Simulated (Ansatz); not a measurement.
**WGe: changing the Hubbard U on W d**

The cell as given:

```cif
data_structure
_symmetry_space_group_name_H-M 'Fm-3m'
_symmetry_Int_Tables_number 225
_cell_length_a 5.1552
_cell_length_b 5.1552
_cell_length_c 5.1552
_cell_angle_alpha 90.000
_cell_angle_beta 90.000
_cell_angle_gamma 90.000
_cell_volume 137.01
loop_
_atom_site_label
_atom_site_type_symbol
_atom_site_symmetry_multiplicity
_atom_site_Wyckoff_symbol
_atom_site_fract_x
_atom_site_fract_y
_atom_site_fract_z
_atom_site_occupancy
Ge1 Ge 4 b 0.50000 0.00000 0.00000 1
W1 W 4 a 0.00000 0.00000 0.00000 1
```

The cell comes from a database or a generator and needn't be the stable form of this composition.

Kept alike: task relaxation of cell and atoms; functional PBE; k mesh 9 × 9 × 9; occupations fermi-dirac, width 0.05 eV; no spin polarisation. Program: Ansatz, Ansatz PAW, cutoff 420 eV. The mesh is that of the run's cell of 2 atoms. No spin-orbit coupling.

| Hubbard U on W d, U (eV) | volume (Å³/atom) |
| --- | --- |
| 0 | 17.145 |
| 1 | 17.141 |
| 2 | 17.138 |
| 3 | 17.135 |
| 4 | 17.134 |
| 5 | 17.135 |
| 6 | 17.142 |
| 8 | 17.849 |

U acts here on a shell without spin polarisation. The relaxations keep at least the cell's symmetry (Fm-3m). For a metal such a mesh leaves the last digits unconverged. Relaxations stop with a little pressure left, so the last digits of a volume or edge aren't settled. How U acts hangs on the program's projectors. U is the effective U - J on orthogonalised atomic projectors. Double counting: fully localised limit (the default).

Problem. What does the Hubbard U on W d change here?

Solution. The volume runs from 17.134 (4) to 17.849 Å³/atom (8).
